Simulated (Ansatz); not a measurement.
TiC:
```
CELL_PARAMETERS angstrom
      0.00000     2.16649     2.16649
      2.16649     0.00000     2.16649
      2.16649     2.16649     0.00000
ATOMIC_POSITIONS crystal
  C  0.00000 0.00000 0.00000
  Ti 0.50000 0.50000 0.50000
```

Relaxed with PBE. Special points in fractions of this cell's reciprocal vectors: Γ (0.000, 0.000, 0.000); X (0.500, 0.000, 0.500); U (0.625, 0.250, 0.625); K (0.375, 0.375, 0.750); L (0.500, 0.500, 0.500); W (0.500, 0.250, 0.750).

Task: List the band energies nearest the Fermi level at these points for PBE in the plane-wave PAW code Ansatz.

Result: In eV from the Fermi level; about four levels below and three above (degenerate sets whole), none deeper than 8.9 eV; points with the same levels are listed once.

```json
[
 {"k": "Γ", "below": "–", "above": "0.71 0.71 0.71"},
 {"k": "X", "below": "-3.42 -1.60 -0.03 -0.03", "above": "2.73 3.53 3.53"},
 {"k": "U", "below": "-3.46 -3.34 -1.71", "above": "1.47 3.15 3.84"},
 {"k": "L", "below": "-5.82 -2.89 -2.89", "above": "2.93 2.93 4.11"},
 {"k": "W", "below": "-3.13 -3.13 -2.69", "above": "2.80 2.80 3.54"}
]
```

Space group Fm-3m (rock salt). The cell was relaxed with PBE under the symmetry of its start. The run is not spin-polarised.

Potentials: the later of the program's two PAW sets.
